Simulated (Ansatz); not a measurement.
Task: Each is relaxed and computed with PBE (plane waves, PAW; program Ansatz). Which is the only metal?
A) LiGeN, P6_3mc (Li on 2b, Ge on 2a, N on 2b)
B) GeS, P4/nmm (Ge on 2c, S on 2a)
C) TaGe2, P6/mmm (Ta on 1a, Ge on 2d)
D) GeS2, anatase

Result: C, TaGe2, P6/mmm (Ta on 1a, Ge on 2d). TaGe2: metal; GeS2: gap 0.59 eV (indirect); GeS: gap 0.53 eV (indirect); LiGeN: gap 1.45 eV (indirect). Constructed cells (a structure type filled with these elements, in neither database checked): TaGe2, P6/mmm (Ta on 1a, Ge on 2d); GeS2, anatase; GeS, P4/nmm (Ge on 2c, S on 2a). Standing as an ambient phase not checked: LiGeN, P6_3mc (Li on 2b, Ge on 2a, N on 2b). Weakly bound layers, chains or molecules computed without a dispersion correction, so cells and soft constants are ill determined: GeS, P4/nmm (Ge on 2c, S on 2a). All cells were relaxed under the symmetry of their starts (and spin orders); stability against distortions was not tested throughout. Rows with no word on spin ran without spin polarisation. Spin–orbit coupling is left out wherever it is not named.

Potentials: the later of the program's two PAW sets.
